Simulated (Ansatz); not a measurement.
CsAgCl2:
```yaml
crystal:
  lattice:
    - [4.96838, 0.00000, 0.00000]
    - [0.00000, 4.96838, 0.00000]
    - [0.00000, 0.00000, 9.73304]
  atoms:
    - { symbol: Cs, position: [0.50000, 0.00000, 0.70553] }
    - { symbol: Cs, position: [0.00000, 0.50000, 0.29447] }
    - { symbol: Ag, position: [0.00000, 0.50000, 0.89901] }
    - { symbol: Ag, position: [0.50000, 0.00000, 0.10099] }
    - { symbol: Cl, position: [0.00000, 0.50000, 0.64481] }
    - { symbol: Cl, position: [0.50000, 0.00000, 0.35519] }
    - { symbol: Cl, position: [0.50000, 0.50000, 0.00000] }
    - { symbol: Cl, position: [0.00000, 0.00000, 0.00000] }
```

The program Ansatz at the PBEsol level (PAW) gives a gap of 2.17 eV without spin–orbit coupling, maximum at M, minimum at Γ.

Problem. What happens when spin–orbit coupling is switched on?

Solution. The gap shrinks by 0.02 eV, to 2.15 eV; maximum on the A–Z line, 3 % of the way from A, minimum at Γ.

Problem. Give the electron effective mass with spin–orbit coupling.

Solution. 0.31, 0.31, 0.37 mₑ (principal values).

Space group P4/nmm. The first step of the workflow began from a Materials Project structure, measured or hypothetical; the Crystallography Open Database copy checked does not list it. COD files the formula under space group No. 63, so this cell is another polymorph or a model. Its standing as an ambient phase is unchecked. The cell was relaxed with PBEsol under the symmetry of its start; whether a distortion lowers the energy is not shown. No spin polarisation was allowed.

Potentials: the later of the program's two PAW sets.
